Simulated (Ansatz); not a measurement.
# CoSi2 (fluorite type, space group Fm-3m): scan of one atom of the cell

Relaxed CoSi2 (fluorite type, space group Fm-3m):

```
CoSi2
1.0
    0.00000     5.35966     5.35966
    2.67983     0.00000     2.67983
    2.67983     2.67983     0.00000
Co Si
2 4
Direct
  0.00000   0.00000   0.00000
  0.50000   0.00000   0.00000
  0.12500   0.25000   0.25000
  0.62500   0.25000   0.25000
  0.37500   0.75000   0.75000
  0.87500   0.75000   0.75000
```

Scan: atom 5 (Si, nearest neighbour Co at 2.321 Å; its periodic images, 3.8 Å or more away, move with it) is displaced along Cartesian [110], direction (0.707, 0.707, 0.000) in Cartesian axes, by s. The other atoms stay.

All values below come from PBE (plane waves to 420 eV, PAW, scalar-relativistic; Ansatz, a first-principles code). k mesh 6×12×12 (Γ-centred), Fermi-Dirac smearing 0.05 eV. The energy includes the smearing's −TS. Compression counts positive. With partly filled bands, energies and forces of such displacements shift with the k mesh and the smearing. F∥ is the force on the atom along that direction. F⊥ is the part of the force across the line. CoSi2 is run without spin polarisation. CoSi2 was relaxed with its symmetry unable to fall. ΔE is measured from the undisplaced structure.

```
s (Å)   ΔE (meV/cell)  F∥ (eV/Å)  P (GPa)  |F⊥| (eV/Å)
------  -------------  ---------  -------  -----------
-0.460           1063      5.102      6.6        2.534
-0.368            654      3.812      4.2        1.549
-0.276            356      2.691      2.3        0.837
-0.184            155      1.712      1.0        0.358
-0.092             38      0.833      0.3        0.087
0.000               0      0.000      0.0        0.000
0.092              38     -0.833      0.3        0.087
0.184             155     -1.712      1.0        0.358
0.276             356     -2.691      2.3        0.837
0.368             654     -3.812      4.2        1.549
0.460            1063     -5.102      6.6        2.534
```

Derived quantities:

| Item | Result |
|---|---|
| Energy at s = 0.460 Å | 1063 meV/cell |
| Force along the line at s = -0.460 Å | 5.10 eV/Å |
| Symmetry of the curve | even: the same for both signs |
| Shape of the curve | a single well with its minimum at or next to zero displacement |
| Force constant k = d²E/ds² at s = 0 (finite differences) | 8.97 eV/Å² |
| Harmonic estimate at the end of the scan | ½ks² = 949 meV/cell against the computed 1063 meV/cell, so the well is stiffer than harmonic there |

(A displaced cell: forces are minus the slopes of the energy, force constants its curvatures, and phonons follow from these.)
